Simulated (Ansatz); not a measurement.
# Property card for NaCl

NaCl:
```yaml
crystal:
  lattice:
    - [3.36893, 0.00000, 0.00000]
    - [0.00000, 3.36893, 0.00000]
    - [0.00000, 0.00000, 3.36893]
  atoms:
    - { symbol: Na, position: [0.00000, 0.00000, 0.00000] }
    - { symbol: Cl, position: [0.50000, 0.50000, 0.50000] }
```

Space group Pm-3m (No. 221), CsCl type; conventional cell a = 3.3689 Å, b = 3.3689 Å, c = 3.3689 Å, α = 90.00°, β = 90.00°, γ = 90.00°.

Method: DFT-LDA in the program Ansatz with PAW potentials. The cell and atoms are relaxed at this level. Other levels are named where they apply.

**Cell and energy**

```yaml
volume_per_atom: 19.12 Å³
density: 2.54 g/cm³
Formation energy from the elements (no fitted shifts): -1.70 eV/atom
```

**Electronic structure**

```yaml
band_gap: 4.01 eV (indirect)
valence_band_maximum: at M
conduction_band_minimum: at Γ
smallest_direct_gap_on_the_standard_path: 4.62 eV
electron_effective_mass: 0.34 mₑ (isotropic)
hole_effective_mass: 0.45, 3.8, 3.8 mₑ (principal values)
```

**Mechanics**

```yaml
Bulk modulus (Birch–Murnaghan fit): 349 kbar
Pressure derivative B′: 4.7
Elastic constants (relaxed ions, GPa): C11 = 95.2, C12 = 4.7, C44 = -0.1
mechanical_stability: marginal (the smallest eigenvalue of C is near zero)
```

**Dielectric response**

```yaml
Electronic dielectric constant ε∞ (DFPT): 2.89
Static dielectric constant ε0 (ions relaxed, cell fixed): 12.7
Born charges (a third of the trace): Na +1.17, Cl -1.17 e
```

**Phonons**

```yaml
Highest zone-centre frequency (without LO–TO term): 3.39 THz
zone_centre_stability: no imaginary mode at Γ
dynamical_stability_on_the_path: unstable, down to 77i cm⁻¹
```

This is a known high-pressure phase of the composition, computed here at zero pressure and temperature. The LDA relaxation kept the symmetry of its start. The references are the lowest solids computed at this level, not always the standard phases (solids in place of the gases).

Potentials: the later of the program's two PAW sets.
